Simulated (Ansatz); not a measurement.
Ta (Fm-3m), one atom moved along a line

Method: Ansatz, DFT r2SCAN, scalar-relativistic, plane waves, PAW. Cutoff 500 eV, Γ-centred 10×10×10 k-points, Gaussian smearing of 0.15 eV. Spin–orbit coupling is left out, which can shift energies with elements as heavy as these. No spin polarisation. Energies are free energies at this smearing, counted from the undisturbed cell; pressure is positive in compression.

The starting cell (as given, not relaxed at this level; it stands at -1.7 GPa; this fcc form isn't the usual structure):

```
CELL_PARAMETERS angstrom
0.00000 4.22000 4.22000
4.22000 0.00000 4.22000
4.22000 4.22000 0.00000
ATOMIC_POSITIONS crystal
Ta 0.00000 0.00000 0.00000
Ta 0.00000 0.00000 0.50000
Ta 0.00000 0.50000 0.00000
Ta 0.00000 0.50000 0.50000
Ta 0.50000 0.00000 0.00000
Ta 0.50000 0.00000 0.50000
Ta 0.50000 0.50000 0.00000
Ta 0.50000 0.50000 0.50000
```

Atom 1 (Ta) is moved by x along the Cartesian unit vector (-0.707, -0.707, 0.000); the cell and all other atoms stay fixed. The cell is metallic on the mesh throughout.

(x (Å), ΔE (meV/cell)): (-0.3000, 387.2), (-0.1000, 44.1), (0.0000, 0.0), (0.0500, 11.1), (0.1500, 98.9), (0.2000, 174.8), (0.2500, 271.1)

By symmetry 0.3000 repeats -0.3000, -0.2000 repeats 0.2000, 0.1000 repeats -0.1000 in energy, with the opposite slope along the path.